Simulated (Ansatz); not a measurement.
Input file for Ansatz (a program for electronic structure):

Ansatz 0.2 input:
```yaml
crystal:
  lattice:
    - [4.153176411, 0.0, 0.0]
    - [0.0, 4.153176411, 0.0]
    - [0.0, 0.0, 5.9194296465]
  atoms:
    - { symbol: In, position: [0.0, 0.0, 0.5] }
    - { symbol: Ga, position: [0.5, 0.5, 0.0] }
    - { symbol: As, position: [0.5, 0.0, 0.7699081101] }
    - { symbol: As, position: [0.0, 0.5, 0.2300918899] }
kpoints:
  mp_grid: { grid: [6, 6, 4] }
hamiltonian:
  xc: r2scan
  pseudopotentials: { kind: paw }
magnetization: { noncollinear: true, spin_orbit: true }
scf:
  occupations: { method: gaussian, width: 0.01 }
output: { topological_invariants: true }
```

Output (shortened):

```
Pseudopotential: In, paw_fr, valence charge 13
Pseudopotential: Ga, paw_fr, valence charge 13
Pseudopotential: As, paw_fr, valence charge 15
Functional definition: r2SCAN
non-collinear run that drives no moment, with spin-orbit …
Crystal: 4 atoms, lattice volume = 102.103 Å³
Basis set: ecut = 500 eV, 2581 PW (Γ), exchange–correlation on 128×128×180 points (64 copies of the dense FFT grid, shifted against one another)
Bands: 84, of which v1, the nominal top of the filled ones, is band 56 counted from 1 (55 counted from 0)
Symmetry: 8 space group operations + 8 with time reversal
k-points: 30 of 144 (time reversal used)
Projection manifold: j_resolved (fully-relativistic pseudo-atomic orbitals)
iter 1 solved again at ethr=1.63e-3 eV; its pass at ethr=3.10e-3 eV (dr2=9.14e-1 eV) is discarded
SCF iter   1: F=—  HF=-19114.678930 eV  |F-HF|=—  |Δ(HF+E_count)|=         —  Δρ=3.66e-2  dr2=9.15e-1  dr2_τ=3.63e-3  dr2_m=0.00e0 (ungated)  ethr=1.63e-3  |M|=0.00e0 ∫|m|=0.00e0 μB  |m|>n=0.0e0 m-floor=0.0e0 τ_xc=0.0e0  β_m=0.30  ⟨swp⟩=5.0  Hψ=15212  notcnv=0  defer=1
preconditioner: auto → Resta (q_TF=auto, 2.468 Å⁻¹)
spin=Noncollinear: Resta preconditioning applied to the charge; magnetization (m_x, m_y, m_z) channels mix plain (no charge-response kernel on spin).
SCF iter   2: F=—  HF=-19114.710136 eV  |F-HF|=—  |Δ(HF+E_count)|=   3.12e-2  Δρ=2.67e-2  dr2=4.97e-1  dr2_τ=8.82e-4  dr2_m=0.00e0 (ungated)  ethr=1.63e-3  |M|=0.00e0 ∫|m|=0.00e0 μB  |m|>n=0.0e0 m-floor=0.0e0 τ_xc=0.0e0  β_m=0.65  ⟨swp⟩=2.0  Hψ=3360  notcnv=0
SCF iter   3: F=—  HF=-19114.737118 eV  |F-HF|=—  |Δ(HF+E_count)|=   2.70e-2  Δρ=3.42e-3  dr2=1.51e-2  dr2_τ=7.33e-5  dr2_m=0.00e0 (ungated)  ethr=8.88e-4  |M|=0.00e0 ∫|m|=0.00e0 μB  |m|>n=0.0e0 m-floor=0.0e0 τ_xc=0.0e0  β_m=0.57  ⟨swp⟩=3.9  Hψ=4361  notcnv=0  defer=20
SCF iter   4: F=—  HF=-19114.730244 eV  |F-HF|=—  |Δ(HF+E_count)|=   6.87e-3  Δρ=1.82e-3  dr2=2.59e-3  dr2_τ=7.45e-6  dr2_m=0.00e0 (ungated)  ethr=2.70e-5  |M|=0.00e0 ∫|m|=0.00e0 μB  |m|>n=0.0e0 m-floor=0.0e0 τ_xc=0.0e0  β_m=0.79  ⟨swp⟩=3.9  Hψ=5671  notcnv=0  defer=79
SCF iter   5: F=—  HF=-19114.731146 eV  |F-HF|=—  |Δ(HF+E_count)|=   9.02e-4  Δρ=4.43e-4  dr2=1.54e-4  dr2_τ=1.56e-6  dr2_m=0.00e0 (ungated)  ethr=4.62e-6  |M|=0.00e0 ∫|m|=0.00e0 μB  |m|>n=0.0e0 m-floor=0.0e0 τ_xc=0.0e0  β_m=0.72  ⟨swp⟩=2.1  Hψ=4259  notcnv=0  defer=160
SCF iter   6: F=—  HF=-19114.731080 eV  |F-HF|=—  |Δ(HF+E_count)|=   6.56e-5  Δρ=1.46e-4  dr2=2.21e-5  dr2_τ=1.25e-7  dr2_m=0.00e0 (ungated)  ethr=2.74e-7  |M|=0.00e0 ∫|m|=0.00e0 μB  |m|>n=0.0e0 m-floor=0.0e0 τ_xc=0.0e0  β_m=0.67  ⟨swp⟩=2.0  Hψ=4720  notcnv=0  defer=160
SCF iter   7: F=—  HF=-19114.731096 eV  |F-HF|=—  |Δ(HF+E_count)|=   1.59e-5  Δρ=6.77e-5  dr2=3.39e-6  dr2_τ=1.49e-8  dr2_m=0.00e0 (ungated)  ethr=3.95e-8  |M|=0.00e0 ∫|m|=0.00e0 μB  |m|>n=0.0e0 m-floor=0.0e0 τ_xc=0.0e0  β_m=0.84  ⟨swp⟩=2.0  Hψ=4040  notcnv=0  defer=160
SCF iter   8: F=—  HF=-19114.731099 eV  |F-HF|=—  |Δ(HF+E_count)|=   2.98e-6  Δρ=1.47e-5  dr2=2.56e-7  dr2_τ=1.37e-9  dr2_m=0.00e0 (ungated)  ethr=6.06e-9  |M|=0.00e0 ∫|m|=0.00e0 μB  |m|>n=0.0e0 m-floor=0.0e0 τ_xc=0.0e0  β_m=0.82  ⟨swp⟩=2.0  Hψ=2816  notcnv=0  defer=160
SCF iter   9: F=-19114.731099 eV  HF=-19114.731099 eV  |F-HF|=2.82e-9  |Δ(HF+E_count)|=   9.56e-8  Δρ=2.34e-6  dr2=6.18e-9  dr2_τ=2.07e-11  dr2_m=0.00e0 (ungated)  ethr=1.79e-10  |M|=0.00e0 ∫|m|=0.00e0 μB  |m|>n=0.0e0 m-floor=0.0e0 τ_xc=0.0e0  ⟨swp⟩=5.3  Hψ=7767  notcnv=0
Converged-ψ floor refinement (derivative, response, wavefunction or occupation consumer): ⟨swp⟩=7.7  Hψ=18816  notcnv=0
SCF 1 converged in 9 iterations: F = -19114.731099 eV  dr2 = 6.18e-9
NSCF: frozen V_eff on 12 k-points
SCF converged after 9 iterations
Magnetization: |M| = 0.0000 μB,  M = (+0.0000, +0.0000, +0.0000) μB
Absolute magnetization: 0.0000 μB (∫|m|)
  site 0: m = (+0.0000, +0.0000, +0.0000) μB, |m| = 0.0000 μB  (R = 1.08 Å)
  site 1: m = (+0.0000, +0.0000, +0.0000) μB, |m| = 0.0000 μB  (R = 1.02 Å)
  site 2: m = (+0.0000, +0.0000, +0.0000) μB, |m| = 0.0000 μB  (R = 1.02 Å)
  site 3: m = (+0.0000, +0.0000, +0.0000) μB, |m| = 0.0000 μB  (R = 1.02 Å)
Free energy (F): -19114.731099 eV
Harris-Foulkes:  -19114.731099 eV  (|F-HF|=2.82e-9)
Internal energy: -19114.731099 eV  (E = F + TS)
E sigma→0 (E₀):  -19114.731099 eV
Fermi energy:    7.806369 eV
--- Per-component energies (eV) ---
  E_band       = -672.426509
  E_kinetic    = 564.505015
  E_local      = -7287.199339  (includes V_loc(G=0)·N_el)
  E_nonlocal   = -544.018252
  E_hartree    = 3605.246255
  E_xc         = -411.191176
  E_vxc        = -334.121761  (∫ρ·V_xc dr)
  E_paw        = -9868.287528  (= ΣΔE_a)
  E_vpaw       = -301.358771  (= ΣTr[D̂ρ^β])
  E_aug_tail   = -0.000046  (compensation charges beyond the density's cutoff)
  E_vtau       = 19.270019  (kinetic-family band-sum trace: ∫τ·v_τ [+ j·A + Jᵃ·Aᵃ] dr)
  E_ewald      = -5171.238649
  E_core_change = -2.547379  (= ΣΔE_core)
  E_smearing   =  0.000000  (= −TS)
  E_closure    =  0.000000  (closes the sum)
  Σ components = -19114.731099   (vs F -19114.731099, Δ=0.00e0)
  [band-id]    e_kinetic+e_local+e_nonlocal+2·e_hartree+e_vxc+e_vpaw+e_augmentation_tail+e_vtau = -672.430625   (vs E_band -672.426509, Δ=-4.12e-3)
--- Band table (eV; the first three rows and the last of 30) ---
  k-point 0: bands = ["-28.5526", "-28.5526", "-28.5524", "-28.5524", "-28.5432", "-28.5432", "-28.5432", "-28.5432", "-27.8267", "-27.8267", "-27.8263", "-27.8263", "-27.8168", "-27.8168", "-27.8162", "-27.8162", "-27.8126", "-27.8126", "-27.8126", …
  k-point 1: bands = ["-28.5526", "-28.5526", "-28.5524", "-28.5524", "-28.5433", "-28.5433", "-28.5432", "-28.5432", "-27.8266", "-27.8266", "-27.8263", "-27.8263", "-27.8167", "-27.8167", "-27.8163", "-27.8163", "-27.8127", "-27.8127", "-27.8126", …
  k-point 2: bands = ["-28.5526", "-28.5526", "-28.5524", "-28.5524", "-28.5433", "-28.5433", "-28.5432", "-28.5432", "-27.8266", "-27.8266", "-27.8264", "-27.8264", "-27.8166", "-27.8166", "-27.8163", "-27.8163", "-27.8127", "-27.8127", "-27.8126", …
  k-point 29: bands = ["-28.5524", "-28.5524", "-28.5522", "-28.5522", "-28.5430", "-28.5430", "-28.5429", "-28.5429", "-27.8265", "-27.8265", "-27.8259", "-27.8259", "-27.8166", "-27.8166", "-27.8165", "-27.8165", "-27.8122", "-27.8122", "-27.8121", …
--- Topological invariants of the lowest 56 bands, as many as the electrons (of this functional, at the state reached) ---
  Z2 = 0;(000)
  bands 56 and 57 are separated throughout the zone, as estimated from the states at the SCF's k-points
  smallest direct gap kept (no minimum is searched for): 0.1932 eV, known to 3.5e-4 eV, at k = (0.0000, 0.0000, 0.0000) in reciprocal vectors
  plane       ν
  k1 = 0      0
  k1 = 1/2    0
  k2 = 0      0
  k2 = 1/2    0
  k3 = 0      0
  k3 = 1/2    0
```

Cost: around 6 core-minutes (rough) on shared cores.

Space group P-4m2. The workflow started from a Materials Project entry (that database holds measured and hypothetical structures alike); the Crystallography Open Database copy checked does not list it. With In and Ga taken as one species the cell has the higher symmetry F-43m, so it may be an ordered model of a mixed-site phase. Its standing as an ambient phase is unchecked. Symmetry was held in the r²SCAN relaxation; its stability against distortions is not shown here.

Potentials: the later of the program's two PAW sets.

Ansatz is a plane-wave DFT program.
